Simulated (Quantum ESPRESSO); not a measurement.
# Moving one atom in Al2ZnF7Cl

These are calculations, not measurements. They come from pw.x of Quantum ESPRESSO 7.5, a plane-wave density functional program, with PseudoDojo standard norm-conserving files (v0.5 for PBE, v0.4.1 for LDA and PBEsol). The cells are made up: elements, strain and atom displacements were drawn at random, and nothing was relaxed. There is no spin polarisation, spin-orbit coupling or dispersion term.

The cell has 12 sites of a rutile lattice (two cells along c). Sites 1 to 4 hold Al Zn Al empty; sites 5 to 12 hold F F F F Cl F F F. Cell vectors in Å: (4.652, 0.012, 0.010); (0.012, 4.712, 0.024); (0.013, 0.033, 6.453). Settings: PBE, cutoff 1143 eV, 5 x 5 x 4 k mesh shifted by half a step, Fermi-Dirac smearing of 0.025 eV.

Each run shifts the F atom on site 12 along z and leaves all else fixed. Site 3 is one of its nearest neighbours. E is the free energy of the cell above the lowest run shown. The last column is band 42 less band 41 at Gamma, from a band step after each run.

```
run,shift (Å),Fz on site 12 (eV/Å),Fz on site 3 (eV/Å),P (GPa),E (meV),level step at Gamma (eV)
1,-0.1772,0.062,2.022,-3.10,1.3,3.557
2,-0.1622,0.039,2.038,-3.16,0.6,3.568
3,-0.1378,0.007,2.059,-3.25,0.0,3.582
5,-0.0955,-0.040,2.083,-3.39,0.7,3.599
6,-0.0632,-0.069,2.089,-3.48,2.5,3.606
7,0.1402,-0.200,1.939,-3.66,30.4,3.554
4,-0.1129,?,?,?,?,?
```

A rerun of one of these cells at 1437 eV and k mesh 7 x 7 x 6 moved values by no more than 0.003 eV in the cell's energy, 0.02 GPa in stress and 0.002 eV/Å in force.

## Worked fit

A parabola through the six runs shown gives Fz on site 12 = -0.126 - 0.76 u + 1.6 u² eV/Å, with u in Å and a scatter of 0.003 eV/Å. Minus the slope, 0.76 ± 0.14 eV/Å², is this atom's force constant along z at u = 0, with its periodic images moving too. The fitted force vanishes at u = -0.130 Å, where the energy should be lowest along this line. The error is the larger of the fit's own and the change that a cubic makes, rounded up.

## Withheld run

Question: what Fz on site 12 should run 4 give?

The fit gives -0.020 eV/Å. The calculation gave -0.022 eV/Å.

| run | shift (Å) | Fz on site 12 (eV/Å) | Fz on site 3 (eV/Å) | P (GPa) | E (meV) | level step at Gamma (eV) |
| --- | --- | --- | --- | --- | --- | --- |
| 4 | -0.1129 | -0.022 | 2.075 | -3.34 | 0.2 | 3.594 |